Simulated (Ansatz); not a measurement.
B2W: computed property card

B2W:
```
CELL_PARAMETERS angstrom
      3.00103     0.00000     0.00000
     -1.50051     2.59897     0.00000
      0.00000     0.00000    13.93729
ATOMIC_POSITIONS crystal
  B  0.33333 0.66667 0.52337
  B  0.66667 0.33333 0.47663
  B  0.66667 0.33333 0.02337
  B  0.33333 0.66667 0.97663
  B  0.00000 0.00000 0.25000
  B  0.00000 0.00000 0.75000
  B  0.66667 0.33333 0.25000
  B  0.33333 0.66667 0.75000
  W  0.33333 0.66667 0.13550
  W  0.66667 0.33333 0.86450
  W  0.66667 0.33333 0.63550
  W  0.33333 0.66667 0.36450
```

Space group P6_3/mmc (No. 194); conventional cell a = 3.001 Å, b = 3.001 Å, c = 13.937 Å, α = 90.00°, β = 90.00°, γ = 120.00°.

Method: DFT-PBEsol in the program Ansatz with PAW potentials. Geometry: relaxed at this level of theory. Other levels are named where they apply.

Cell and energy:

```yaml
volume_per_atom: 9.06 Å³
density: 12.55 g/cm³
Formation energy from the elements (no fitted shifts): -0.38 eV/atom
```

Electronic structure:

```yaml
electronic_character: metallic (no gap)
Density of states at the Fermi level: 0.25 states/eV per atom (mean over ±0.08 eV)
Gap with spin–orbit coupling: none (metallic)
```

Mechanics:

```yaml
Bulk modulus (Birch–Murnaghan fit): 335 GPa
Pressure derivative B′: 4.0
Elastic constants (relaxed ions, GPa): C11 = 614, C12 = 153, C13 = 199, C33 = 716, C44 = 242
mechanical_stability: stable (all eigenvalues of C positive)
hill_bulk_and_shear_moduli: 337 and 236 GPa
Young's modulus: 573 GPa
Poisson's ratio: 0.22
debye_temperature_from_the_elastic_constants: 684 K
```

Phonons:

```yaml
highest_zone_centre_frequency: 919 cm⁻¹
zone_centre_stability: no imaginary mode at Γ
```

The workflow started from a Materials Project entry (that database holds measured and hypothetical structures alike); the Crystallography Open Database files this formula in space group No. 194, but the cells were not matched. Its standing as an ambient phase is unchecked. The cell was relaxed with PBEsol under the symmetry of its start. The run is not spin-polarised. As this level gives no gap, shear constants depend on the k-mesh and smearing (Fermi–Dirac, 0.1 eV here). As this level gives no gap, phonon frequencies hold no LO–TO term and depend on the k-mesh and smearing (Fermi–Dirac, 0.1 eV here). The references are the lowest solids computed at this level, not always the standard phases. Scalar-relativistic: spin–orbit coupling is off unless named, which matters more the heavier the elements.

Potentials: the later of the program's two PAW sets.
